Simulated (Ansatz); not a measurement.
The elements of this relaxed trial crystal are hidden behind letters.

```
lattice vectors (Å)
   4.5327    0.0000    0.0000
  -2.2664    3.9255    0.0000
   0.0000    0.0000    5.5913
fractional positions
X 0.0000 0.0000 0.0000
X 0.3333 0.6667 0.6577
X 0.6667 0.3333 0.3423
Z 0.3333 0.6667 0.1433
Z 0.6667 0.3333 0.8567
```

These are results of Ansatz 0.2.0, DFT PBE, scalar-relativistic, plane waves, PAW, not measurements. Plane waves to 420 eV, a 12×12×8 mesh through Γ for the 5-atom cell and 0.10 eV Gaussian smearing; no spin polarisation.

* Space group: P-3m1 (No. 164)
* Conventional cell: a = 4.533 Å, c = 5.591 Å
* Volume per atom: 19.90 Å³
* Density: 4.37 g/cm³
* Formation energy: −0.10 eV/atom
* Gap on the 12×12×8 mesh of the 5-atom cell: 0 eV (a metal)

Energies are uncorrected and count from the elements' standard states at the same level.

**Question.** X is a d-block element of period 4 and Z is a d-block element of period 4. Which elements are they?

**Answer.** X = Sc, Z = Cu, so the formula is Sc3Cu2. Density times volume gives a mean mass of 4.37 × 19.90/1.6605 = 52.4 u per atom, and this set has 52.4 u. Sc on a site of symmetry -3m has 6 Cu at 2.74 Å and 6 Sc at 3.24 Å; around Sc on a site of symmetry 3m lie 5 Cu at 2.71–2.88 Å and 6 Sc at 3.16–3.24 Å; Cu has 8 Sc at 2.71–2.88 Å and 3 Cu at 3.07 Å. Other sets within the hints have nearly the same mass, so mass alone doesn't settle it; this one was computed.

A structure relaxed within its symmetry needn't be a true minimum.
